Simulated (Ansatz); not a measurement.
The relaxed structure here is a generated cell of ZrO2: the first start was made by placing the elements on the sites of a structure type, and the end was not matched to a known phase here, so it may be hypothetical. Known forms of ZrO2 include space group No. 14, 137, 225.

The end point of a relaxation of ZrO₂. Method: PBE (plane waves to 420 eV, PAW, scalar-relativistic; Ansatz, a first-principles code).

```xyz
9
Lattice="5.6433 0.0000 0.0000 -2.8217 4.8872 0.0000 0.0000 0.0000 3.3146" Properties=species:S:1:pos:R:3 pbc="T T T"
O      1.4740     0.0000     0.0000
O     -0.7370     1.2766     0.0000
O      2.0846     3.6107     0.0000
O      3.3658     0.0000     1.6573
O     -1.6829     2.9149     1.6573
O      1.1388     1.9724     1.6573
Zr     0.0000     0.0000     1.6573
Zr     0.0000     3.2582     0.0000
Zr     2.8217     1.6291     0.0000
```

Q: Determine the symmetry and give the standard cell with its independent sites.

A: Space group P-62m (No. 189); a = 5.643 Å, b = 5.643 Å, c = 3.315 Å, α = 90.00°, β = 90.00°, γ = 120.00°

```json
[
 {"atom": "O", "site": "3f", "symmetry": "m2m", "x": "0.0000", "y": "0.2612", "z": "0.0000"},
 {"atom": "O", "site": "3g", "symmetry": "m2m", "x": "0.4036", "y": "0.4036", "z": "0.5000"},
 {"atom": "Zr", "site": "1b", "symmetry": "-62m", "x": "0.0000", "y": "0.0000", "z": "0.5000"},
 {"atom": "Zr", "site": "2c", "symmetry": "-6..", "x": "0.3333", "y": "0.6667", "z": "0.0000"}
]
```

This is the AFLOW prototype A2B_hP9_189_fg_bc (C22, as in Fe2P).

Q: Give the shortest distances between elements (the closest pairs, up to four, under 3.6 Å).

A: O–Zr 2.11 Å; O–O 2.52 Å; Zr–Zr 3.26 Å.

The volume per atom is 10.16 Å³. The density comes out as 6.71 g/cm³ and the band gap is 1.81 eV, direct at Γ (no spin-orbit coupling).

No spin polarisation in the result.

The run could not lose the symmetry of its start: the end is stationary, and may be a saddle point rather than a minimum.
